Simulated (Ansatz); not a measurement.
Pd (fcc, Cu type)

```yaml
crystal:
  lattice:
    - [0.00000, 1.97130, 1.97130]
    - [1.97130, 0.00000, 1.97130]
    - [1.97130, 1.97130, 0.00000]
  atoms:
    - { symbol: Pd, position: [0.00000, 0.00000, 0.00000] }
```

The slice is a {111} plane (indices of the conventional cell) through the point (0.000, 0.000, 0.000) (fractional), spanned by u = [100] and v = [-1 2 0] in vectors of this cell: u (2.79 Å) and v (4.83 Å, at 90° to u). It covers one period; positions are fractions (u, v).

These are PBE (plane waves to 420 eV, PAW, scalar-relativistic; Ansatz, an electronic-structure program) values and carry that method's errors. k mesh 20×20×20. These are valence fields of a PAW run, semicore shells included where kept as valence: close to a nucleus they are smooth pseudo fields. Pd is run without spin polarisation. Pd was relaxed with its symmetry unable to fall. The PAW data are Ansatz's earlier set.

Task: What is the valence density on the shortest Pd–Pd line in this plane (2.79 Å), at its midpoint?

Result: 0.28 e/Å³.

Task: What is the ELF at the midpoint of the shortest Pd–Pd line in this plane (2.79 Å)?

Result: 0.20.

Task: Sketch the electron localisation function (ELF) on this plane as a map.

Result: 
```
|xxx%@#:   :#@%xx|
|xxx@@+.   .+@@xx|
|#%@@#-     -#@@%|
|@@@#=.     .=#@@|
|##+-.       .-+#|
|::.           .:|
|                |
|      .:::.     |
|    .-+###+-.   |
|   .=#@@@@@#=.  |
|   -#@@%#%@@#-  |
|  .+@@xxxxx@@+. |
|  :#@%xxxxx%@#: |
|  :#@#xxxxx#@#: |
|  :#@%xxxxx%@#: |
|  .+@@xxxxx@@+. |
|   -#@@%#%@@#-  |
|   .=#@@@@@#=.  |
|    .-+###+-.   |
|      .:::.     |
|                |
|::.           .:|
|##+-.       .-+#|
|@@@#=.     .=#@@|
|#%@@#-     -#@@%|
|xxx@@+.   .+@@xx|
|xxx%@#:   :#@%xx|
|xxx#@#:   :#@#xx|
```
Scale: ten equal steps from 0.19 (start of ' ') to 0.44 (end of '@'), in the order ' .:-=+*#%@'. Values: electron localisation function (ELF). The map has 16 points along u (one character each, u = 0 at the left) and 28 along v (v = 0 in the bottom row). Points within 0.5 Å of a nucleus are blanked (x), as the pseudised field means little there.
